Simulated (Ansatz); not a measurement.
Question: Each is relaxed and computed with DFT-PBE in the program Ansatz with PAW potentials. Which alone has a direct gap?
A) GaAs, zinc blende
B) AlAs, zinc blende
C) BAs, P6_222 (B on 3d, As on 3c)
D) PbS, zinc blende

Answer: A, GaAs, zinc blende. GaAs: gap 0.16 eV (direct); AlAs: gap 1.50 eV (indirect); BAs: gap 0.48 eV (indirect); PbS: gap 0.85 eV (indirect). Typed or built starts, not in the databases checked: BAs, P6_222 (B on 3d, As on 3c); PbS, zinc blende. Not the usual ambient phase: BAs, P6_222 (B on 3d, As on 3c); PbS, zinc blende. All cells were relaxed under the symmetry of their starts (and spin orders); stability against distortions was not tested throughout. Spin–orbit coupling is left out wherever it is not named.

Potentials: the earlier of the program's two PAW sets.
